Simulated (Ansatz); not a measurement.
Relaxed-ion elastic tensor of Co₃IrC (anti-perovskite, Pm-3m) in GPa (Voigt order), PBEsol (plane waves, PAW; program Ansatz); density 12.18 g/cm³, 10.39 Å³ per atom.

|  | 1 | 2 | 3 | 4 | 5 | 6 |
|---|---|---|---|---|---|---|
| 1 | 441 | 168 | 168 | 0.0 | 0.0 | 0.0 |
| 2 | 168 | 441 | 168 | 0.0 | 0.0 | 0.0 |
| 3 | 168 | 168 | 441 | 0.0 | 0.0 | 0.0 |
| 4 | 0.0 | 0.0 | 0.0 | 89.4 | 0.0 | 0.0 |
| 5 | 0.0 | 0.0 | 0.0 | 0.0 | 89.4 | 0.0 |
| 6 | 0.0 | 0.0 | 0.0 | 0.0 | 0.0 | 89.4 |

Problem. Is the crystal mechanically stable?

Solution. Yes: the smallest eigenvalue of C is 89.4 GPa.

Problem. Work out the Voigt, Reuss and Hill averages.

Solution. K_V = 259, K_R = 259, K_H = 259; G_V = 108, G_R = 104, G_H = 106 GPa.

Problem. Give Young's modulus, Poisson's ratio, Pugh's ratio and the universal anisotropy index.

Solution. E = 9KG/(3K + G) = 280 GPa; ν = 0.32; K/G = 2.45 (ductile by the Pugh limit of 1.75); A_U = 5G_V/G_R + K_V/K_R − 6 = 0.22.

Problem. Estimate the sound speeds and the Debye temperature.

Solution. v_l = √((K + 4G/3)/ρ) = 5730 m/s, v_t = √(G/ρ) = 2950 m/s, mean 3300 m/s; Θ = (h/k)(3n/4πV)^(1/3) v_m = 450 K.

Problem. Give the Zener ratio and Young's modulus along [100], [110] and [111].

Solution. A = 2C44/(C11 − C12) = 0.66; 1/E = S11 − 2(S11 − S12 − S44/2)Γ with Γ = 0, 1/4, 1/3 gives 348, 261, 240 GPa.

Problem. Solve the Christoffel equation for the three sound speeds along [100], [110], [111].

Solution. Eigenvalues of C_ijkl n_j n_l equal ρv². In km/s, slowest first: [100] 2.71, 2.71, 6.02; [110] 2.71, 3.34, 5.69; [111] 3.15, 3.15, 5.57.

The start of the workflow was typed in or built on a structure type; neither database checked (COD, Materials Project) lists it. Its standing as an ambient phase is unchecked. The cell was relaxed with PBEsol under the symmetry of its start; whether a distortion lowers the energy is not shown. The final state is ferromagnetic, chosen from 5 collinear starts compared on coarse meshes (ties went to the first, and starts can fall back to one state), not a proven ground state. Its formation energy is positive at this level, so the cell may be metastable or incomplete. As this level gives no gap, shear constants depend on the k-mesh and smearing (Fermi–Dirac, 0.1 eV here). Spin–orbit coupling is left out wherever it is not named.

Potentials: the earlier of the program's two PAW sets. The files were generated under PBE; for other functionals the program regenerates the frozen cores, and for LDA and PBEsol the local potential too.
